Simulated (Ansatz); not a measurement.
NbC2:
```xyz
3
Lattice="-1.6017 1.6017 2.9369 1.6017 -1.6017 2.9369 1.6017 1.6017 -2.9369" Properties=species:S:1:pos:R:3 pbc="T T T"
Nb     0.0000     0.0000     0.0000
C      0.0000     0.0000     3.6129
C      0.0000     0.0000     2.2609
```

Relaxed with r²SCAN. Special points in fractions of this cell's reciprocal vectors: Γ (0.000, 0.000, 0.000); X (0.000, 0.000, 0.500); P (0.250, 0.250, 0.250); N (0.000, 0.500, 0.000); M (0.500, 0.500, -0.500); S (0.324, 0.676, -0.324); S0 (-0.324, 0.324, 0.324); R (-0.149, 0.149, 0.500); G (0.500, 0.500, -0.149).

Q: List the band energies nearest the Fermi level at these points for the program Ansatz at the r²SCAN with spin–orbit coupling level (PAW).

A: In eV from the Fermi level; about four levels below and three above (degenerate sets whole), none deeper than 8.9 eV; points with the same levels are listed once.

```tsv
k	below	above
Γ	-2.92 -2.92 -2.74 -2.74	0.52 0.52 2.09 2.09
X	-4.54 -4.54 -0.70 -0.70	2.67 2.67 2.84 2.84
P	-2.52 -2.52 -2.50 -2.50	2.74 2.74 3.07 3.07
N	-6.73 -6.73 -4.70 -4.70	0.60 0.60 0.90 0.90
M	-3.65 -3.65 -3.31 -3.31	0.92 0.92 1.02 1.02
S	-6.43 -6.43 -4.66 -4.66	0.42 0.42 1.07 1.07
R	-3.15 -3.15 -0.38 -0.38	2.02 2.02 3.52 3.52
```

Space group I4/mmm (MoSi2 or CaC2 type). The start of the workflow was typed in or built on a structure type; neither database checked (COD, Materials Project) lists it. Whether it is the stable phase at ambient conditions was not checked. The r²SCAN relaxation kept the symmetry of its start; its stability against distortions is not shown here. No spin polarisation was allowed. The volume moved by -28 % from the start of the relaxation. Its formation energy is positive at this level, so the cell may be metastable or incomplete.

Potentials: the later of the program's two PAW sets.
